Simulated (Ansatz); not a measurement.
The elements of this relaxed trial crystal are hidden behind letters.

```
lattice vectors (Å)
   7.9422    0.0000    0.0000
   0.0000    7.9422    0.0000
   0.0000    0.0000    4.2964
fractional positions
X 0.2860 0.2860 0.0000
X 0.7140 0.7140 0.0000
X 0.2140 0.7860 0.5000
X 0.7860 0.2140 0.5000
Z 0.0000 0.0000 0.0000
Z 0.5000 0.5000 0.5000
```

Computed with Ansatz 0.2.0, DFT PBE, scalar-relativistic, plane waves, PAW. Cutoff 420 eV, Γ-centred 6×6×10 mesh (6-atom cell), Gaussian smearing of 0.10 eV, no spin polarisation.

- Space group: P4_2/mnm (No. 136)
- Conventional cell: a = 7.942 Å, c = 4.296 Å
- Volume per atom: 45.17 Å³
- Density: 3.00 g/cm³
- Energy over the elements: −0.15 eV/atom
- Gap on the 6×6×10 mesh of the 6-atom cell: 0 eV (a metal)

Energies are uncorrected and count from the elements' standard states at the same level.

Q: X is an s-block element of period 5 and Z is a p-block element of period 4. Which elements are they?

A: X = Sr, Z = Ga, so the formula is Sr2Ga, here in the rutile type. Density times volume gives a mean mass of 3.00 × 45.17/1.6605 = 81.6 u per atom, and this set has 81.7 u. Among the elements that the hints allow, noble gases aside, only these give it. Around Sr lie 3 Ga at 3.21–3.22 Å; Ga is surrounded by 6 Sr at 3.21–3.22 Å.

A structure relaxed within its symmetry needn't be a true minimum.
